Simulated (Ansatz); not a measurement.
**Calculated with Ansatz: KHAu$_{2}$, settings compared**

The command:

```bash
ansatz run input.yaml --threads 1 --pin off --max-ram 2560MiB --backend cpu --events-out ev --progress --plain --runs-dir out
```

Input:

```yaml
crystal:
  lattice:
    - [-3.020619, 3.020619, 3.627939]
    - [3.020619, -3.020619, 3.627939]
    - [3.020619, 3.020619, -3.627939]
  atoms:
    - { symbol: K, position: [0.25, 0.25, 0.0] }
    - { symbol: K, position: [0.75, 0.75, 0.0] }
    - { symbol: H, position: [0.5, 0.0, 0.5] }
    - { symbol: H, position: [0.0, 0.5, 0.5] }
    - { symbol: Au, position: [0.6408, 0.1408, 0.7816] }
    - { symbol: Au, position: [0.1408, 0.3592, 0.5] }
    - { symbol: Au, position: [0.3592, 0.8592, 0.2184] }
    - { symbol: Au, position: [0.8592, 0.6408, 0.5] }
  symmetry: { tolerance: 0.0003 }
kpoints:
  mp_grid: { grid: [4, 4, 4], shift: [0, 0, 0] }
magnetization:
  spin_polarized: false
scf:
  occupations: { method: fermi_dirac }
hamiltonian:
  pseudopotentials: { kind: paw }
  xc: pbe
basis:
  ecutwfc: 420
output:
  forces: true
  stress: true
  eigenvalues: true
  write_density: true
  write_potential: true
  elf: true
  volumetric_format: npy
relax:
  max_steps: 40
  cell: {}
```

Origin of the cell: a known structure type with other elements, at an estimated volume, so it need not be a known compound.

The smearing width isn't typed, so it takes its default of 0.1 eV.

Output of this run (shortened):

```
Pseudopotentials: kind: paw
Pseudopotential: K, paw, valence charge 9, recommended cutoff 420 eV (normal), K.paw.azcp
Pseudopotential: H, paw, valence charge 1, recommended cutoff 420 eV (normal), H.paw.azcp
Pseudopotential: Au, paw, valence charge 19, recommended cutoff 420 eV (normal), Au.paw.azcp
Functional definition: PBE
  exchange = pbe_x(kappa = kappa, mu = beta*pi^2/3)
  correlation = pbe_c(beta = beta)
Crystal: 8 atoms, lattice volume = 132.407 Å³
Basis set: ecut = 420 eV, 2589 PW (Γ), exchange–correlation on 80×80×80 points (8 copies of the dense FFT grid, shifted against one another)
Bands: 58, of which v1, the nominal top of the filled ones, is band 48 counted from 1 (47 counted from 0)
Symmetry: 16 space group operations
Space group: I4/mcm (ITA 140), of the structure as read, at distance tolerance 1.5e-3 Å
[… 7 lines left out …]
Initial density: superposition of atomic densities (neutral atoms: chi_scale 0, normalization atom), corrected by the library's trained network
Functional: x = pbe(κ = 0.804, μ = 0.219515), c = pbe(β = 0.066725)
SCF iter   1: F=—  HF=-55687.132681 eV  Δρ=9.61e-3  dr2=5.64e-2  defer=7
SCF iter   2: F=—  HF=-55687.136871 eV  Δρ=5.26e-3  dr2=2.24e-2  defer=12
SCF iter   3: F=—  HF=-55687.136173 eV  Δρ=8.05e-4  dr2=1.77e-3  defer=12
SCF iter   4: F=—  HF=-55687.136128 eV  Δρ=2.77e-4  dr2=1.51e-4  defer=12
SCF iter   5: F=—  HF=-55687.136143 eV  Δρ=1.05e-4  dr2=2.06e-5  defer=12
SCF iter   6: F=—  HF=-55687.136134 eV  Δρ=3.29e-5  dr2=2.57e-6  defer=12
SCF iter   7: F=—  HF=-55687.136134 eV  Δρ=1.12e-5  dr2=2.70e-7  defer=12
SCF iter   8: F=-55687.136134 eV  HF=-55687.136134 eV  Δρ=4.16e-6  dr2=3.36e-8
relax step   1: F+E_penalty+E_count = -55687.136134 eV  Δ(F+E_penalty+E_count) = +0.000e0 eV  max|allowed force component| = 1.567e1 eV/Å  Δτ_max = 0.0000 Å  P = +58.849 GPa  Ω = 132.407 Å³ […]
relax step   2: F+E_penalty+E_count = -55699.943798 eV  Δ(F+E_penalty+E_count) = -1.281e1 eV  max|allowed force component| = 3.739e0 eV/Å  Δτ_max = 0.1704 Å  P = +19.652 GPa  Ω = 152.129 Å³ […]
relax step   3: F+E_penalty+E_count = -55702.062843 eV  Δ(F+E_penalty+E_count) = -2.119e0 eV  max|allowed force component| = 2.099e0 eV/Å  Δτ_max = 0.0227 Å  P = +9.382 GPa  Ω = 172.352 Å³  e […]
relax step   4: F+E_penalty+E_count = -55703.114190 eV  Δ(F+E_penalty+E_count) = -1.051e0 eV  max|allowed force component| = 8.422e-1 eV/Å  Δτ_max = 0.0634 Å  P = +3.389 GPa  Ω = 186.564 Å³ […]
relax step   5: F+E_penalty+E_count = -55703.402779 eV  Δ(F+E_penalty+E_count) = -2.886e-1 eV  max|allowed force component| = 3.159e-1 eV/Å  Δτ_max = 0.0602 Å  P = +0.314 GPa  Ω = 193.792 Å³ […]
[… 15 lines left out …]
relax step  21: F+E_penalty+E_count = -55705.074090 eV  Δ(F+E_penalty+E_count) = -8.446e-2 eV  max|allowed force component| = 5.846e-4 eV/Å  Δτ_max = 0.0000 Å  P = +0.804 GPa  Ω = 173.393 Å³  stress off target by 2.28e0 GPa […]
relax step  22: F+E_penalty+E_count = -55705.113364 eV  Δ(F+E_penalty+E_count) = -3.927e-2 eV  max|allowed force component| = 3.600e-5 eV/Å  Δτ_max = 0.0006 Å  P = +0.446 GPa  Ω = 176.344 Å³ […]
relax step  23: F+E_penalty+E_count = -55705.134206 eV  Δ(F+E_penalty+E_count) = -2.084e-2 eV  max|allowed force component| = 6.761e-6 eV/Å  Δτ_max = 0.0001 Å  P = +0.103 GPa  Ω = 180.129 Å³ […]
relax step  24: F+E_penalty+E_count = -55705.134441 eV  Δ(F+E_penalty+E_count) = -2.344e-4 eV  max|allowed force component| = 2.788e-4 eV/Å  Δτ_max = 0.0003 Å  P = -0.017 GPa  Ω = 180.916 Å³ […]
relax step  25: F+E_penalty+E_count = -55705.136536 eV  Δ(F+E_penalty+E_count) = -2.096e-3 eV  max|allowed force component| = 2.554e-4 eV/Å  Δτ_max = 0.0000 Å  P = -0.013 GPa  Ω = 180.916 Å³  stress off target by 3.04e-2 GPa […]
SCF 25 converged in 8 iterations: F = -55705.136536 eV  dr2 = 1.94e-12
basis re-selected at this cell: Δ(F+E_penalty+E_count) = -2.096e-3 eV, ΔP = +0.003 GPa vs the last step (what re-selecting the basis moved, of the pressure what is left beyond the Pulay corre […]
SCF converged after 8 iterations
Free energy (F): -55705.136536 eV
Harris-Foulkes:  -55705.136536 eV  (|F-HF|=7.28e-12)
Internal energy: -55705.058515 eV  (E = F + TS)
E sigma→0 (E₀):  -55705.097526 eV
Entropy (-TS):   -0.078021 eV (-9.753 meV/atom)
Fermi energy:    9.628620 eV
--- Per-component energies (eV) ---
  E_band       = -1829.867943
  E_kinetic    = 2949.768763
  E_local      = -14633.707051  (includes V_loc(G=0)·N_el)
  E_nonlocal   = 318.995094
  E_hartree    = 6245.229375
  E_xc         = -1199.661101
  E_vxc        = -1452.812689  (∫ρ·V_xc dr)
  E_paw        = -40388.792240  (= ΣΔE_a)
  E_vpaw       = -1502.574432  (= ΣTr[D̂ρ^β])
  E_aug_tail   = 0.003734  (compensation charges beyond the density's cutoff)
  E_ewald      = -8996.895089
  E_smearing   = -0.078021  (= −TS)
  Σ components = -55705.136536   (vs F -55705.136536, Δ=0.00e0)
--- Forces (eV/Å), atoms counted from 1 ---
  atom   1  K     -0.000000     0.000000     0.000000
  atom   2  K      0.000000    -0.000000     0.000000
  atom   3  H      0.000000     0.000000    -0.000000
  atom   4  H      0.000000    -0.000000    -0.000000
  atom   5  Au    -0.000255    -0.000255     0.000000
  atom   6  Au     0.000255    -0.000255     0.000000
  atom   7  Au     0.000255     0.000255     0.000000
  atom   8  Au    -0.000255     0.000255     0.000000
  max |Σ_I F_I| component: 0.0 eV/Å
--- Stress (GPa, compression-positive) ---
       -0.030365       0.000000       0.000000
        0.000000      -0.030365       0.000000
        0.000000       0.000000       0.020284
  P = ⅓ Tr σ = -0.0135 GPa (-0.135 kbar)
--- Relaxed structure (22 steps of the walk, 21 accepted, 3 SCFs on fresh bases) ---
  F+E_penalty+E_count = -55705.136536 eV   max|allowed force component| = 2.554e-4 eV/Å   (the final SCF, on the basis selected at the relaxed cell)
  cell:  # Å, volume = 180.9158 Å³
    - [-2.789100, 2.789100, 5.814178]
    - [2.789100, -2.789100, 5.814178]
    - [2.789100, 2.789100, -5.814178]
  atoms:
    - { symbol: K, position: [0.25, 0.25, 4.851e-19] }
    - { symbol: K, position: [0.75, 0.75, 4.851e-19] }
    - { symbol: H, position: [0.5, 4.213e-19, 0.5] }
    - { symbol: H, position: [0.0, 0.5, 0.5] }
    - { symbol: Au, position: [0.750035, 0.250035, 1.000071] }
    - { symbol: Au, position: [0.250035, 0.249965, 0.5] }
    - { symbol: Au, position: [0.249965, 0.749965, -7.073e-5] }
    - { symbol: Au, position: [0.749965, 0.750035, 0.500000] }
```

The same input was run again with these changes:

1. `accuracy` default → high; `scf.occupations.method` fermi_dirac → methfessel_paxton; `scf.occupations.width` default → 0.3
2. `hamiltonian.dispersion` default → d3bjatm
3. `magnetization` { spin_polarized: false } → { spin_polarized: true } (starts: small); typed moments: K1 0.2, K2 0.2, H3 0.2, H4 0.2, Au5 0.2, Au6 0.2, Au7 0.2, Au8 0.2
4. `crystal.symmetry` { tolerance: 0.0003 } → { detect: false }

| run | end | SCF iterations | volume (Å³/atom) | max force component (eV/Å) | moment (μB) | ΔE(σ→0) (meV/atom) |
| --- | --- | --- | --- | --- | --- | --- |
| base | converged | 165 | 22.61 | 0.000 | – | 0 |
| 1 | converged | 170 | 22.61 | 0.000 | – | 0.16 |
| 2 | converged | 149 | 21.61 | 0.000 | – | – |
| 3 | converged | 211 | 22.61 | 0.000 | 0.00 | -0.01 |
| 4 | relaxation steps ran out | 327 | – | – | – | – |

Energies are compared only where functional, datasets, charge and starting cell are the same.

Caveats of the base run: no spin-orbit coupling, though heavy elements are present; the given cell is far from equilibrium, with atoms too close or a volume far off; the k mesh is coarse if the cell is a metal; the relaxation held the start's symmetry, so the end may be a saddle point.

Run 1: wide smearing.
Run 3: a starting moment was lost.

The base run took 3.3 min on 1 thread of Arm Neoverse V1, with other jobs on the host, peak memory 0.5 GiB, from the program's own first density.
